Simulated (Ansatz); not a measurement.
Ga2AsP:
```xyz
4
Lattice="1.9647 1.1343 6.4204 -1.9647 1.1343 6.4204 0.0000 -2.2687 6.4204" Properties=species:S:1:pos:R:3 pbc="T T T"
Ga     0.0000     0.0000     0.0459
Ga     0.0000     0.0000     9.5826
P      0.0000     0.0000     7.2221
As     0.0000     0.0000    16.8562
```

Relaxed with r²SCAN.

Q: Which orbitals make up the states near the band edges in r²SCAN (plane waves, PAW; program Ansatz)?

A: Top 1 eV of the valence band: As 4p 52 %, P 3p 25 %, Ga 4p 20 %. Bottom 1 eV of the conduction band: Ga 4p 31 %, Ga 4s 24 %, P 3p 13 %, P 3s 9 %, As 4p 7 %, As 4s 6 %, outside the projected shells 10 %. Projections are on Löwdin-orthogonalised atomic valence shells; empty p or d shells of many metals are not among them.

Q: Tabulate the density of states.

A: States/eV per cell of 4 atoms, in 0.25 eV bins, energy from the valence-band maximum.

```
E (eV)  total  Ga 4p  P 3p  As 4p
------  -----  -----  ----  -----
-7.85    0.00   0.00  0.00   0.00
-7.60    0.00   0.00  0.00   0.00
-7.35    0.00   0.00  0.00   0.00
-7.10    0.12   0.00  0.04   0.02
-6.85    2.78   0.15  0.78   0.47
-6.60    3.53   0.34  0.82   0.76
-6.35    1.96   0.20  0.39   0.49
-6.10    1.37   0.14  0.29   0.32
-5.85    1.02   0.11  0.23   0.23
-5.60    0.83   0.09  0.20   0.18
-5.35    0.68   0.07  0.17   0.14
-5.10    0.59   0.06  0.15   0.12
-4.85    0.50   0.05  0.14   0.09
-4.60    0.44   0.05  0.14   0.07
-4.35    0.35   0.04  0.11   0.06
-4.10    1.24   0.39  0.46   0.24
-3.85    2.39   0.79  0.74   0.65
-3.60    2.22   0.71  0.67   0.63
-3.35    2.09   0.66  0.67   0.57
-3.10    2.46   0.77  0.81   0.68
-2.85    3.10   0.98  1.10   0.85
-2.60    3.11   0.96  1.17   0.82
-2.35    2.55   0.74  0.93   0.73
-2.10    2.73   0.78  0.85   0.97
-1.85    2.78   0.77  0.86   1.03
-1.60    2.63   0.69  0.84   1.00
-1.35    2.40   0.60  0.77   0.96
-1.10    1.50   0.35  0.41   0.68
-0.85    1.09   0.23  0.27   0.54
-0.60    0.87   0.17  0.21   0.46
-0.35    0.52   0.09  0.13   0.28
-0.10    0.14   0.02  0.04   0.08
0.15     0.00   0.00  0.00   0.00
0.40     0.00   0.00  0.00   0.00
0.65     0.00   0.00  0.00   0.00
0.90     0.00   0.00  0.00   0.00
1.15     0.00   0.00  0.00   0.00
1.40     0.00   0.00  0.00   0.00
1.65     0.12   0.03  0.01   0.01
1.90     0.69   0.24  0.07   0.04
2.15     1.35   0.43  0.17   0.09
2.40     2.19   0.65  0.31   0.18
2.65     2.89   0.82  0.46   0.25
2.90     3.19   0.90  0.46   0.38
3.15     2.82   0.80  0.35   0.42
3.40     2.31   0.64  0.32   0.34
3.65     1.47   0.43  0.20   0.21
3.90     1.92   0.72  0.19   0.25
4.15     1.96   0.86  0.20   0.22
4.40     1.75   0.85  0.20   0.17
4.65     3.73   1.91  0.41   0.38
4.90     3.40   1.67  0.37   0.40
5.15     2.45   1.23  0.28   0.29
5.40     2.33   1.14  0.28   0.28
5.65     2.70   1.24  0.32   0.32
5.90     2.68   1.19  0.30   0.32
6.15     2.74   1.19  0.27   0.35
```

Space group R3m. The workflow started from a Materials Project entry (that database holds measured and hypothetical structures alike); the Crystallography Open Database copy checked does not list it. With P and As taken as one species the cell has the higher symmetry F-43m, so it may be an ordered model of a mixed-site phase. Its standing as an ambient phase is unchecked. The cell was relaxed with r²SCAN under the symmetry of its start; whether a distortion lowers the energy is not shown. Scalar-relativistic: spin–orbit coupling is off unless named, which matters more the heavier the elements.

Potentials: the later of the program's two PAW sets.
